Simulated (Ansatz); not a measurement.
# CoClO: reading a single point

```
Co O Cl
1.0
     3.44389    0.00000    0.00000
     0.00000    3.43438    0.00000
     0.00000    0.00000    7.29686
Co O Cl
2 2 2
Direct
  0.00000 0.50000 0.07000
  0.50000 0.00000 0.93000
  0.00000 0.00000 0.94000
  0.50000 0.50000 0.06000
  0.00000 0.00000 0.30000
  0.50000 0.50000 0.70000
```

The numbers come from plane-wave PAW DFT (Ansatz): PBE, with U_eff = 1.11 eV on Co d (all-electron-ortho-atomic projectors), non-collinear spin, 420 eV, 5×5×3 Γ-centred k points, fermi-dirac occupations (width 0.1 eV). Nothing was relaxed.

Magnetic state (reached from a saved solution, and it need not be the lowest): Co1 along (0.00, 0.00, 1.00), Co2 along (0.00, 0.00, -1.00).

(1) Is the cell too large or too small?

(2) Give the Bader charges.

(3) Is there a gap?

(4) How large are the moments?

Origin: a known structure type with other elements, at an estimated volume, so it need not be a known compound. Caveats: another magnetic order, which this cell may not hold, can open a gap; the k mesh is coarse if the cell is a metal; atoms or cell far from equilibrium.

## Answers

(1) The pressure is 19.9 GPa (compression positive), so with the atoms held at these fractions the cell would first expand; the forces are large, so a full relaxation may end otherwise. The principal stresses 5.8, 13.0, 40.9 GPa differ, so its shape would change too.

(2) Bader charges in e: Co +1.31, Cl -0.38, O -0.93. In the mean Co gives up most and O takes most.

(3) It is a metal, with about 4.9 states/eV a cell as the mean within 0.25 eV of the Fermi level, mostly Co d (56 %), O p (22 %) and Cl p (20 %).

(4) Co1 1.25, Co2 1.25 μB of spin moment in Bader basins; net size 0.00 μB a cell.
